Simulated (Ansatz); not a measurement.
## Two states of EuGa₂

```xyz
6
Lattice="4.4055 0.0000 0.0000 -2.2027 3.8153 0.0000 0.0000 0.0000 9.1658" Properties=species:S:1:pos:R:3 pbc="T T T"
Ga   -0.0002    2.5436    2.2915
Ga   -0.0002    2.5436    6.8744
Ga    2.2025    1.2716    2.2915
Ga    2.2025    1.2716    6.8744
Eu    0.0000    0.0000    0.0000
Eu    0.0000    0.0000    4.5829
```

Single point in Ansatz 0.2.0 with r2SCAN. Cutoff 500 eV, PAW datasets, 6×6×3 Γ-centred k mesh, fermi-dirac filling (width 0.035 eV).

State A: Eu5 up, Eu6 down (collinear spin). State B: Eu5 up, Eu6 up (collinear spin).

Q: Which state is lower, and how do they differ?

A: State B is lower by 3.9 meV an atom at zero smearing. So small a gap isn't resolved on this mesh where a state is a metal.

```tsv
state	free energy (meV/atom)	largest moment in a small sphere (μB)	net moment (μB/cell)	gap on mesh (eV)	pressure (GPa)	largest force (eV/Å)
A	3.5	6.84	0.00	metal	-3.8	0.00
B	0.0	6.85	14.07	metal	-3.9	0.00
```

Origin: a database entry at a rescaled volume. Caveats: f shells without a U or exact exchange are poorly placed.
